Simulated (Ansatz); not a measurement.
In r²SCAN (plane waves, PAW; program Ansatz), ScSiO in the tetragonal phase (P4/nmm; Sc on 2c, Si on 2a, O on 2c) relaxes to a = 3.245 Å, c = 7.526 Å. Its formation energy from the elements is -2.02 eV/atom, with no fitted shifts.

Electronic character: metallic (no gap).

An equation-of-state fit gives a bulk modulus of 136 GPa. Bader charges are Sc +1.88, Si -0.46, O -1.43 e.

The start of the workflow was typed in or built on a structure type; neither database checked (COD, Materials Project) lists it. Its standing as an ambient phase is unchecked. Symmetry was held in the r²SCAN relaxation; whether a distortion lowers the energy is not shown. No spin polarisation was allowed. The references are the lowest solids computed at this level, not always the standard phases (solids in place of the gases).

Potentials: the earlier of the program's two PAW sets.
